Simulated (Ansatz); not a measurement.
Cells of Bi relaxed with r2SCAN (plane waves to 500 eV, PAW, scalar-relativistic; Ansatz, an electronic-structure program), each with a space-group label. One label is wrong.

**A**, labelled Im-3m (No. 229)
```yaml
crystal:
  lattice:
    - [-3.11479, 3.11479, 3.11479]
    - [3.11479, -3.11479, 3.11479]
    - [3.11479, 3.11479, -3.11479]
  atoms:
    - { symbol: Bi, position: [0.00000, 0.50000, 0.50000] }
    - { symbol: Bi, position: [0.50000, 0.00000, 0.50000] }
    - { symbol: Bi, position: [0.50000, 0.50000, 0.00000] }
```

**B**, labelled I4₁ (No. 80)
```xyz
4
Lattice="-3.2974 3.2974 4.6247 3.2974 -3.2974 4.6247 3.2974 3.2974 -4.6247" Properties=species:S:1:pos:R:3 pbc="T T T"
Bi     3.5150    -1.5329     4.0796
Bi     3.0797     1.5329     4.0796
Bi     1.5329     0.2176     6.3919
Bi     1.7645     3.0797     1.7673
```

**C**, labelled P6₃/mmc (No. 194)
```
CELL_PARAMETERS angstrom
      6.82647     0.00000     0.00000
     -3.41323     5.91189     0.00000
      0.00000     0.00000     6.47959
ATOMIC_POSITIONS crystal
  Bi 0.48108 0.96217 0.75000
  Bi 0.51892 0.48108 0.25000
  Bi 0.03783 0.51892 0.75000
  Bi 0.51892 0.03783 0.25000
  Bi 0.48108 0.51892 0.75000
  Bi 0.96217 0.48108 0.25000
```

**D**, labelled P6/mmm (No. 191)
```
CELL_PARAMETERS angstrom
     -4.11109     4.11109     4.11109
      4.11109    -4.11109     4.11109
      4.11109     4.11109    -4.11109
ATOMIC_POSITIONS crystal
  Bi 0.36012 0.36012 0.36012
  Bi 0.50000 0.00000 0.13988
  Bi 0.00000 0.13988 0.50000
  Bi 0.13988 0.50000 0.00000
  Bi 0.86012 0.86012 0.86012
  Bi 0.50000 0.00000 0.63988
  Bi 0.00000 0.63988 0.50000
  Bi 0.63988 0.50000 0.00000
```

### Question
Which label is wrong, and what should it be (tolerance 0.01 Å)?

### Answer
D: its symmetry is I-43d (No. 220), cI16, AFLOW prototype A_cI16_220_c (as in Li); a = b = c = 8.222 Å, α = β = γ = 90.00°.

Each run could gain symmetry but not lose that of its start, so entries can be saddle points. All of these are generated cells (placed on structure types, drawn at random, substituted or restacked) that were not matched to a known phase here.

No spin polarisation in the result.
